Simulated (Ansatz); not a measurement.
KMgF$_{3}$:
```yaml
crystal:
  lattice:
    - [3.90846, 0.00000, 0.00000]
    - [0.00000, 3.90846, 0.00000]
    - [0.00000, 0.00000, 3.90846]
  atoms:
    - { symbol: K, position: [0.50000, 0.50000, 0.50000] }
    - { symbol: Mg, position: [0.00000, 0.00000, 0.00000] }
    - { symbol: F, position: [0.00000, 0.50000, 0.00000] }
    - { symbol: F, position: [0.50000, 0.00000, 0.00000] }
    - { symbol: F, position: [0.00000, 0.00000, 0.50000] }
```

Relaxed with LDA. Special points in fractions of this cell's reciprocal vectors: Γ (0.000, 0.000, 0.000); X (0.000, 0.500, 0.000); M (0.500, 0.500, 0.000); R (0.500, 0.500, 0.500).

Question: List the band energies nearest the valence-band maximum at these points for the program Ansatz at the LDA level (PAW).

Answer: In eV from the valence-band maximum; about four levels below and three above (degenerate sets whole), none deeper than 8.9 eV; points with the same levels are listed once.

```json
[
 {"k": "Γ", "below": "-0.70 -0.70 -0.70 -0.32 -0.32 -0.32", "above": "7.44 9.88 9.88"},
 {"k": "X", "below": "-0.95 -0.95 -0.58 -0.58", "above": "10.18 10.76 11.03"},
 {"k": "M", "below": "-1.19 -1.19 -0.96 -0.96 -0.03", "above": "11.05 11.73 12.85 12.85"},
 {"k": "R", "below": "-1.19 -1.19 0.00 0.00 0.00", "above": "10.44 10.44 10.44"}
]
```

Space group Pm-3m (cubic perovskite). The LDA relaxation kept the symmetry of its start; phonons on a q-mesh show no instability.

Potentials: the later of the program's two PAW sets.
